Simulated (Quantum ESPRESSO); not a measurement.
Band energies of Cs$_{2}$LiLuCl$_{6}$

```
CELL_PARAMETERS angstrom
      0.00000     5.27093     5.27093
      5.27093     0.00000     5.27093
      5.27093     5.27093     0.00000
ATOMIC_POSITIONS crystal
  Li 0.50000 0.50000 0.50000
  Cl 0.75384 0.24616 0.24616
  Cl 0.24616 0.75384 0.75384
  Cl 0.24616 0.75384 0.24616
  Cl 0.75384 0.24616 0.75384
  Cl 0.24616 0.24616 0.75384
  Cl 0.75384 0.75384 0.24616
  Cs 0.75000 0.75000 0.75000
  Cs 0.25000 0.25000 0.25000
  Lu 0.00000 0.00000 0.00000
```

PBEsol (pw.x of Quantum ESPRESSO, ONCV potentials, without SOC); path ΓXWKΓLUWLK,UX; energies in eV from the valence-band maximum.

```csv
k (1/Å),point,band 40,band 41,band 42,band 43,band 44,band 45,band 46,band 47
0.00,Γ,-0.16,-0.16,0.00,0.00,0.00,5.23,5.23,5.23
0.20,,-0.23,-0.23,-0.12,-0.12,0.00,5.27,5.38,5.38
0.60,X,-0.67,-0.67,-0.39,-0.39,-0.02,5.38,5.88,5.88
0.60,W,-0.63,-0.63,-0.45,-0.24,-0.24,5.60,5.60,5.88
0.81,K,-0.60,-0.53,-0.45,-0.35,-0.12,5.46,5.77,5.81
1.02,,-0.47,-0.31,-0.30,-0.22,-0.20,5.48,5.54,5.61
1.44,Γ,-0.16,-0.16,0.00,0.00,0.00,5.23,5.23,5.23
1.78,,-0.24,-0.24,-0.21,-0.21,-0.15,5.36,5.47,5.47
1.96,L,-0.32,-0.32,-0.26,-0.22,-0.22,5.40,5.53,5.53
2.32,U,-0.60,-0.53,-0.45,-0.35,-0.12,5.46,5.77,5.81
2.32,W,-0.63,-0.63,-0.45,-0.24,-0.24,5.60,5.60,5.88
2.46,,-0.53,-0.51,-0.38,-0.25,-0.24,5.56,5.59,5.80
2.60,,-0.37,-0.34,-0.30,-0.27,-0.23,5.46,5.55,5.62
2.74,L,-0.32,-0.32,-0.26,-0.22,-0.22,5.40,5.53,5.53
2.86,,-0.35,-0.31,-0.30,-0.28,-0.22,5.45,5.55,5.59
3.11,K,-0.60,-0.53,-0.45,-0.35,-0.12,5.46,5.77,5.81
3.11,U,-0.60,-0.53,-0.45,-0.35,-0.12,5.46,5.77,5.81
3.32,X,-0.67,-0.67,-0.39,-0.39,-0.02,5.38,5.88,5.88
```

The PBEsol gap is direct, 5.23 eV at Γ. Another valence extremum on the path lies within 0.02 eV, too close to call.

The 4f states are in the valence at their DFT position.

Geometry of the Materials Project entry, not relaxed at this level.

The structure is a Materials Project entry; no match was found in the copy of COD used, and its stability was not checked.
